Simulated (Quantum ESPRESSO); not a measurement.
## Mg7S6ClF (a curve over strain)

Simulated, not a measurement. The program is pw.x of Quantum ESPRESSO 7.5 (plane-wave density functional theory). The cell is made up: 15 atoms on a doubled zincblende/diamond lattice with one site empty, with randomly drawn elements, strain and displacements, not relaxed. PseudoDojo standard norm-conserving files (v0.5 for PBE, v0.4.1 for LDA and PBEsol) set the functional; there is no spin polarisation, spin-orbit coupling or dispersion term, and the masses in the input are unused placeholders.

Seven runs add a strain to one cell (the same linear strain along x, y and z); the atoms follow the cell and are not relaxed. Stress in the table is positive in tension.

Input of the run at +0.0098:

```
&control calculation='scf', pseudo_dir='./dojo.nc.sr.pbe.v0_5.standard.upf', outdir='./o', disk_io='low', tprnfor=.true., tstress=.true. /
&system ibrav=0, nat=15, ntyp=4, nbnd=66, ecutwfc=84.00895049, nosym=.true., tot_charge=0,
 occupations='smearing', smearing='fd', degauss=0.0018374661
/
&electrons conv_thr=7.350e-09, electron_maxstep=60, /
ATOMIC_SPECIES
Cl 1.0 Cl.upf
F 1.0 F.upf
Mg 1.0 Mg.upf
S 1.0 S.upf
CELL_PARAMETERS angstrom
5.9133 0.0 0.0
0.0 5.9133 0.0
0.0 0.0 11.8266
ATOMIC_POSITIONS angstrom
Mg -0.0333 2.8795 2.8241
Mg 2.9405 0.0451 2.9476
Mg 2.9077 2.8873 0.0955
Mg -0.0385 0.0801 5.8805
Mg 0.0492 3.023 8.8224
Mg 2.9907 0.0939 8.7125
Mg 2.9867 3.0701 5.9723
S 1.4135 1.4498 1.4418
Cl 1.5479 4.3569 4.4897
S 4.4951 1.545 4.4824
S 4.2847 4.3985 1.4262
S 1.4391 1.5419 7.2819
F 1.4331 4.4138 10.3389
S 4.4135 1.5928 10.3508
S 4.4088 4.252 7.4618
K_POINTS automatic
4 4 2 1 1 1
```

| added strain | free energy less that of the input shown (eV) | stress xx (GPa) | stress yy (GPa) | stress zz (GPa) | stress xy (GPa) | pressure (GPa) | next band up at Gamma (eV) | iterations |
| --- | --- | --- | --- | --- | --- | --- | --- | --- |
| -0.0213 | -0.7982 | 1.36 | 1.76 | 2.33 | 0.16 | -1.82 | 0.982 | 13 |
| -0.0190 | -0.7662 | 1.65 | 2.04 | 2.60 | 0.14 | -2.09 | 0.967 | 13 |
| -0.0148 | -0.6951 | 2.14 | 2.51 | 3.07 | 0.11 | -2.57 | 0.938 | 14 |
| -0.0101 | -0.5980 | 2.66 | 3.01 | 3.56 | 0.07 | -3.07 | 0.906 | 14 |
| +0.0098 | 0.0000 | 4.49 | 4.77 | 5.29 | -0.07 | -4.85 | 0.775 | 14 |
| +0.0120 | 0.0837 | 4.66 | 4.93 | 5.45 | -0.09 | -5.01 | 0.760 | 14 |
| +0.0201 | 0.4160 | 5.24 | 5.48 | 5.99 | -0.13 | -5.57 | 0.710 | 14 |

A cubic fit gives a slope of stress xx against the added strain of 92 GPa at zero added strain, with the atoms clamped. Across the table the free energy follows the integral of the stress to within 4.1 meV. A rerun of one of the cells at a cutoff of 1437 eV and k mesh 6 x 6 x 4 moved values by no more than 0.004 eV in energy, 0.02 GPa in stress and 0.010 eV/Å in force. The band column is the level of band 61 at Gamma less that of band 60, whose number is half the electron count, rounded up; it comes from a band step after each run.